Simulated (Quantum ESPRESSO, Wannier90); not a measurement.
## Wannier functions of W (bcc (W type))

```xyz
1
Lattice="-1.5852 1.5852 1.5852 1.5852 -1.5852 1.5852 1.5852 1.5852 -1.5852" Properties=species:S:1:pos:R:3 pbc="T T T"
W      0.0000     0.0000     0.0000
```

Cell from Materials Project (mp-91), symmetrised, no further relaxation. This is the element's usual structure. Level: PBEsol, no spin polarisation, no spin-orbit coupling; pw.x of Quantum ESPRESSO at 60 Ry with PseudoDojo potentials, 12×12×12 k-points, Wannier90. Density: 18×18×18 mesh, cold smearing 0.01 Ry. Spin-orbit coupling is left out although heavy elements are present.

A tight-binding model is made by disentanglement and projection with no localisation steps (num_iter = 0), so the 9 orbitals stay atom-like: hydrogen-like W: s;p;d, axes along x, y, z; frozen window up to 1.50 eV relative to the Fermi level. It follows pw.x to 3.2 meV rms for states up to 1.0 eV relative to the Fermi level. Matrix elements depend on this choice of orbitals and windows.

### Question
Which pairs of orbitals on different sites are coupled most strongly? Give distance, modulus and how many such pairs a cell has.

### Answer
```
orbital    orbital  distance of the centres (Å)  modulus (eV)  pairs
--------  --------  ---------------------------  ------------  -----
W pz          W pz                         3.17          2.74      1
W py          W py                         3.17          2.74      1
W px          W px                         3.17          2.74      1
W dz2         W pz                         3.17          1.37      2
W px           W s                         2.75          1.25      8
W py           W s                         2.75          1.25      8
W pz           W s                         2.75          1.25      8
W s            W s                         2.75          1.24      4
W dx2-y2      W py                         3.17          1.18      2
W dx2-y2      W px                         3.17          1.18      2
W py          W pz                         2.75          1.10      8
W px          W py                         2.75          1.10      8
W px          W pz                         2.75          1.10      8
W px           W s                         3.17          0.96      2
W py           W s                         3.17          0.96      2
W pz           W s                         3.17          0.96      2
W dz2        W dz2                         3.17          0.90      1
W dxz          W s                         2.75          0.87      8
W dxy          W s                         2.75          0.87      8
W dyz          W s                         2.75          0.87      8
W dxz         W py                         2.75          0.85      8
W dyz         W px                         2.75          0.85      8
W dxy         W pz                         2.75          0.85      8
W px          W px                         2.75          0.81      4
W py          W py                         2.75          0.81      4
W pz          W pz                         2.75          0.81      4
W dz2         W py                         3.17          0.68      2
W dz2         W px                         3.17          0.68      2
W dx2-y2  W dx2-y2                         3.17          0.68      2
W dxz        W dyz                         2.75          0.60      8
```
